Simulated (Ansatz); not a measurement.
Values for one crystal, relaxed and computed with plane-wave PAW r²SCAN (Ansatz code); other levels are named.

| Property | Result |
|---|---|
| Volume per atom | 16.09 Å³ |
| Electronic character | metallic (no gap) |
| Gap with spin–orbit coupling | none (metallic) |
| Bulk modulus (Birch–Murnaghan fit) | 122 GPa |
| Pressure derivative B′ | 4.3 |
| Formation energy from the elements (no fitted shifts) | -0.25 eV/atom |
| Density of states at the Fermi level | 1.3 states/eV per atom (mean over ±0.08 eV) |

Q: Pick the material that matches.
A) EuRh2, cubic Laves (MgCu2 type)
B) LaPt2, cubic Laves (MgCu2 type)
C) HfZn2, cubic Laves (MgCu2 type)
D) Hf2Ga, I4/mcm (Hf on 8h, Ga on 4a)

A: C, HfZn2, cubic Laves (MgCu2 type)

Space group Fd-3m (cubic Laves (MgCu2 type)). The workflow started from an entry of the Crystallography Open Database (COD). Its standing as an ambient phase is unchecked. Symmetry was held in the r²SCAN relaxation; whether a distortion lowers the energy is not shown. The run is not spin-polarised. The references are the lowest solids computed at this level, not always the standard phases. Spin–orbit coupling is left out wherever it is not named.

Potentials: the later of the program's two PAW sets.
